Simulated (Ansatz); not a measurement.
**Deforming LiZn**

```xyz
4
Lattice="0.0000 3.1110 3.1110 3.1110 0.0000 3.1110 3.1110 3.1110 0.0000" Properties=species:S:1:pos:R:3 pbc="T T T"
Li    3.1110    3.1110    3.1110
Li    4.6665    4.6665    4.6665
Zn    0.0000    0.0000    0.0000
Zn    1.5555    1.5555    1.5555
```

Atoms are numbered in the order listed.

The conventional cell has a = 6.222 Å, b = 6.222 Å, c = 6.222 Å, α = 90.00°, β = 90.00°, γ = 90.00°. Li (atom 1) is surrounded by 4 Li at 2.69 Å and 4 Zn at 2.69 Å. Zn (atom 3) is surrounded by 4 Li at 2.69 Å and 4 Zn at 2.69 Å.

The cell comes from COD entry 1539532, which wasn't checked; take it as a given geometry. It is an old determination, and later ones may differ.

Theory: DFT, LDA, all-electron PAW with datasets made for the crystal, scalar-relativistic in Ansatz 0.2.0.

Sampling and basis: a Γ-centred 9×9×9 k mesh, Fermi–Dirac smearing of 0.08 eV, cutoff 240 eV (chosen by the program for this cell), no spin polarisation.

The unchanged cell is at -5.67 GPa.

In a metal, stresses and small energies carry noise from the k mesh.

x, y and z are the Cartesian axes of the cell as listed; fractional coordinates follow a strain, and an engineering shear is twice the off-diagonal strain component.

One change gave: energy change +2 meV/atom; stress change (xx, yy, zz, yz, xz, xy) 0.05, 0.05, 0.05, 0.90, 0.90, 0.90 GPa, compression positive; change of the force on Zn3 (0.022, 0.022, 0.022) eV/Å. Which change was it?
A. equal xy, yz and zx engineering shear strains of +1 %
B. equal xy, yz and zx engineering shear strains of -2 %
C. equal xy, yz and zx engineering shear strains of +2 %
D. equal xy, yz and zx engineering shear strains of -1 %

B. For equal xy, yz and zx engineering shear strains of -1 %: energy change under 1 meV/atom; stress change (xx, yy, zz, yz, xz, xy) 0.01, 0.01, 0.01, 0.43, 0.43, 0.43 GPa, compression positive; change of the force on Zn3 (0.011, 0.011, 0.011) eV/Å. For equal xy, yz and zx engineering shear strains of +1 %: energy change under 1 meV/atom; stress change (xx, yy, zz, yz, xz, xy) 0.01, 0.01, 0.01, -0.40, -0.40, -0.40 GPa, compression positive; change of the force on Zn3 (-0.011, -0.011, -0.011) eV/Å. For equal xy, yz and zx engineering shear strains of +2 %: energy change +2 meV/atom; stress change (xx, yy, zz, yz, xz, xy) 0.04, 0.04, 0.04, -0.79, -0.79, -0.79 GPa, compression positive; change of the force on Zn3 (-0.023, -0.023, -0.023) eV/Å.
